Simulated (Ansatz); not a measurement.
A relaxation computed with Ansatz, from input to last step.

```yaml
crystal:
  lattice:
    - [5.7217521323, 0.0, 0.0]
    - [0.0, 5.7217521323, 0.0]
    - [0.0, 0.0, 5.7217521323]
  atoms:
    - { symbol: Ga, position: [0.2616444845, 0.2616444845, 0.2616444845] }
    - { symbol: Ga, position: [0.2616444845, 0.7383555155, 0.7383555155] }
    - { symbol: Ga, position: [0.7383555155, 0.2616444845, 0.7383555155] }
    - { symbol: Ga, position: [0.7383555155, 0.7383555155, 0.2616444845] }
    - { symbol: Bi, position: [0.0, 0.0, 0.0] }
    - { symbol: As, position: [0.5, 0.5, 0.0] }
    - { symbol: As, position: [0.5, 0.0, 0.5] }
    - { symbol: As, position: [0.0, 0.5, 0.5] }
basis:
  ecutwfc: 500
kpoints:
  mp_grid: { grid: [6, 6, 6] }
hamiltonian:
  xc: r2scan
scf:
  occupations: { method: gaussian, width: 0.1 }
output:
  forces: true
  stress: true
  eigenvalues: true
relax:
  adjacent_minimum: "off"
  f_tol: 0.01
  max_steps: 30
```

```bash
ansatz run input.yaml --threads 2 --pin off --max-ram 5120MiB --backend cpu --events-out ev --progress --plain --runs-dir out
```

The calculation used Ansatz 0.2.0, DFT r2SCAN, scalar-relativistic, plane waves, PAW.

The volume is held at 0.94 times that of the relaxed cell.

Of 3 frames 3 are shown, positions in Å and forces in eV/Å; the SCF threshold varies from step to step.

```xyz
8
Lattice="5.7218 0.0000 0.0000 0.0000 5.7218 0.0000 0.0000 0.0000 5.7218" Properties=species:S:1:pos:R:3:forces:R:3 pbc="T T T" step=1 free_energy_over_end_meV_per_atom=0.02
Ga    1.4971    1.4971    1.4971    0.0189    0.0189    0.0189
Ga    1.4971    4.2247    4.2247    0.0189   -0.0189   -0.0189
Ga    4.2247    1.4971    4.2247   -0.0189    0.0189   -0.0189
Ga    4.2247    4.2247    1.4971   -0.0189   -0.0189    0.0189
Bi    0.0000    0.0000    0.0000    0.0000    0.0000    0.0000
As    2.8609    2.8609    0.0000    0.0000    0.0000    0.0000
As    2.8609    0.0000    2.8609    0.0000    0.0000    0.0000
As    0.0000    2.8609    2.8609    0.0000    0.0000    0.0000
8
Lattice="5.7218 0.0000 0.0000 0.0000 5.7218 0.0000 0.0000 0.0000 5.7218" Properties=species:S:1:pos:R:3:forces:R:3 pbc="T T T" step=2 free_energy_over_end_meV_per_atom=0.02
Ga    1.4995    1.4995    1.4995   -0.0188   -0.0188   -0.0188
Ga    1.4995    4.2223    4.2223   -0.0188    0.0188    0.0188
Ga    4.2223    1.4995    4.2223    0.0188   -0.0188    0.0188
Ga    4.2223    4.2223    1.4995    0.0188    0.0188   -0.0188
Bi    0.0000    0.0000    0.0000    0.0000    0.0000    0.0000
As    2.8609    2.8609    0.0000    0.0000    0.0000    0.0000
As    2.8609    0.0000    2.8609    0.0000    0.0000    0.0000
As    0.0000    2.8609    2.8609    0.0000    0.0000    0.0000
8
Lattice="5.7218 0.0000 0.0000 0.0000 5.7218 0.0000 0.0000 0.0000 5.7218" Properties=species:S:1:pos:R:3:forces:R:3 pbc="T T T" step=3 free_energy_over_end_meV_per_atom=0.00
Ga    1.4983    1.4983    1.4983    0.0001    0.0001    0.0001
Ga    1.4983    4.2235    4.2235    0.0001   -0.0001   -0.0001
Ga    4.2235    1.4983    4.2235   -0.0001    0.0001   -0.0001
Ga    4.2235    4.2235    1.4983   -0.0001   -0.0001    0.0001
Bi    0.0000    0.0000    0.0000    0.0000    0.0000    0.0000
As    2.8609    2.8609    0.0000    0.0000    0.0000    0.0000
As    2.8609    0.0000    2.8609    0.0000    0.0000    0.0000
As    0.0000    2.8609    2.8609    0.0000    0.0000    0.0000
```

Time: 86 s on 2 threads of Arm Neoverse V2 (shared host), peak memory 0.91 GiB.

Spin–orbit coupling is left out, which can shift energies with elements as heavy as these.